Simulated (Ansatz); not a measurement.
HfC:
```
HfC
1.0
    3.83990     0.00000     0.00000
   -1.91995     3.32545     0.00000
    0.00000     0.00000     4.62728
Hf C
2 2
Cartesian
  0.00000   2.21697   3.47046
  1.91995   1.10848   1.15682
  0.00000   2.21697   1.15682
  1.91995   1.10848   3.47046
```

Relaxed with r²SCAN. Special points in fractions of this cell's reciprocal vectors: Γ (0.000, 0.000, 0.000); M (0.500, 0.000, 0.000); K (0.333, 0.333, 0.000); A (0.000, 0.000, 0.500); L (0.500, 0.000, 0.500); H (0.333, 0.333, 0.500).

Q: List the band energies nearest the Fermi level at these points for DFT-r²SCAN with spin–orbit coupling in the program Ansatz with PAW potentials.

A: In eV from the Fermi level; about four levels below and three above (degenerate sets whole), none deeper than 8.9 eV; points with the same levels are listed once.

| k | below | above |
|---|---|---|
| Γ | -2.77 -2.77 -2.07 -2.07 | 1.28 1.28 1.40 1.40 |
| M | -1.35 -1.35 -0.30 -0.30 | 0.39 0.39 1.99 1.99 |
| K | -1.70 -1.70 -0.88 -0.88 | 0.31 0.31 0.77 0.77 |
| A | -3.26 -3.26 -3.26 -3.26 | 4.49 4.49 4.49 4.49 |
| L | -1.73 -1.73 -1.73 -1.73 | 2.63 2.63 2.63 2.63 |
| H | -2.03 -2.03 -2.03 -2.03 | 1.48 1.48 1.79 1.79 |

Space group P6_3/mmc. The start of the workflow was typed in or built on a structure type; the Crystallography Open Database copy checked does not list it. It is not the phase usual at ambient conditions (space group No. 225). Symmetry was held in the r²SCAN relaxation; its stability against distortions is not shown here. The run is not spin-polarised.

Potentials: the later of the program's two PAW sets.
